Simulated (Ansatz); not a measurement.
LaNiGe₂:
```
LaNiGe2
1.0
    2.16149    -8.43017     0.00000
    2.16149     8.43017     0.00000
    0.00000     0.00000     4.24126
La Ni Ge
2 2 4
Direct
  0.39115   0.60885   0.75000
  0.60885   0.39115   0.25000
  0.81700   0.18300   0.25000
  0.18300   0.81700   0.75000
  0.75016   0.24984   0.75000
  0.24984   0.75016   0.25000
  0.95681   0.04319   0.25000
  0.04319   0.95681   0.75000
```

Relaxed with r²SCAN. Special points in fractions of this cell's reciprocal vectors: Γ (0.000, 0.000, 0.000); Y (-0.500, 0.500, 0.000); C0 (-0.266, 0.734, 0.000); Σ0 (0.266, 0.266, 0.000); Z (0.000, 0.000, 0.500); A0 (0.266, 0.266, 0.500); E0 (-0.266, 0.734, 0.500); T (-0.500, 0.500, 0.500); S (0.000, 0.500, 0.000); R (0.000, 0.500, 0.500).

Problem. List the band energies nearest the Fermi level at these points for r²SCAN (plane waves, PAW; program Ansatz).

Solution. In eV from the Fermi level; about four levels below and three above (degenerate sets whole), none deeper than 8.9 eV; points with the same levels are listed once.

```tsv
k	below	above
Γ	-1.28 -1.16 -0.87 -0.22	0.06 0.22 1.61
Y	-1.00 -0.97 -0.71 -0.23	0.43 1.17 1.24
C0	-1.49 -1.48 -0.81 -0.22	0.04 0.47 0.48
Z	-1.34 -1.34 -0.55 -0.55	0.26 0.26 0.81 0.81
A0	-1.59 -1.59 -1.33 -1.33	2.08 2.08 2.51 2.51
T	-1.37 -1.37 -1.19 -1.19	0.38 0.38 1.05 1.05
S	-1.53 -1.29 -0.82 -0.70	0.33 0.49 0.55
R	-1.51 -1.51 -1.38 -1.38	2.07 2.07 2.52 2.52
```

Space group Cmcm. The workflow started from a Materials Project entry (that database holds measured and hypothetical structures alike); the Crystallography Open Database copy checked does not list it. Its standing as an ambient phase is unchecked. The cell was relaxed with r²SCAN under the symmetry of its start; whether a distortion lowers the energy is not shown. The run is not spin-polarised. Spin–orbit coupling is left out wherever it is not named.

Potentials: the later of the program's two PAW sets.
